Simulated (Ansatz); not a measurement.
Relaxed SiO2 (rutile):

```
CELL_PARAMETERS angstrom
      4.23588     0.00000     0.00000
      0.00000     4.23588     0.00000
      0.00000     0.00000     2.68991
ATOMIC_POSITIONS crystal
  Si 0.50000 0.50000 0.50000
  Si 0.00000 0.00000 0.00000
  O  0.80699 0.80699 0.50000
  O  0.30699 0.69301 0.00000
  O  0.69301 0.30699 0.00000
  O  0.19301 0.19301 0.50000
```

All values below come from PBE (plane waves to 420 eV, PAW, scalar-relativistic; Ansatz, a first-principles code). k mesh 6×6×10 (Γ-centred), Fermi-Dirac smearing 0.05 eV. SiO2 was relaxed with its symmetry unable to fall. The PAW data are Ansatz's earlier set.

One atom of the cell was then moved (with its periodic images), all else fixed, and the forces (eV/Å) came out as:

```csv
atom,Fx,Fy,Fz
Si1,0.146,0.131,0.000
Si2,-0.014,-0.003,0.000
O3,0.019,0.443,0.000
O4,-0.003,-0.011,0.000
O5,-0.569,-0.573,0.000
O6,0.421,0.013,0.000
```

### Question
Which atom was moved, and by which vector (Å)?

### Answer
O5, by (0.05, 0.05, 0.00), 0.07 Å in all.

(A displaced cell: forces are minus the slopes of the energy, force constants its curvatures, and phonons follow from these.)
